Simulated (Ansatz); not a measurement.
Au:
Space group Fm-3m (No. 225); a = b = c = 4.1085 Å, α = β = γ = 90.00°

```
atom  site  symmetry       x       y       z
----  ----  --------  ------  ------  ------
Au      4a      m-3m  0.0000  0.0000  0.0000
```
(The calculation used a cell of 1 atom; values per cell refer to that cell.)

Relaxed with r²SCAN+D4 (plane waves, PAW; program Ansatz). Indices refer to the conventional cell of Fm-3m, a = 4.1085 Å, b = 4.1085 Å, c = 4.1085 Å, α = 90.00°, β = 90.00°, γ = 90.00°.

Question: Simulate the powder diffraction pattern (Cu Kα, λ = 1.54184 Å; lines above 1 %) up to 2θ = 90°.

Answer: Simulated powder pattern, Cu Kα, λ = 1.54184 Å (kinematic, ideal powder, no thermal factors, no anomalous dispersion; the 30 strongest lines at most, above 1 %, up to 2θ = 90°):

```csv
2θ (°),d (Å),I/Imax (%),hkl
37.93,2.372,100,(111)
44.08,2.054,49,(200)
64.11,1.453,33,(220)
76.97,1.239,40,(311)
81.08,1.186,12,(222)
```

Symmetry was held in the r²SCAN+D4 relaxation. The pairwise dispersion correction was not fitted to metals. Spin–orbit coupling is left out wherever it is not named.

Potentials: the later of the program's two PAW sets.
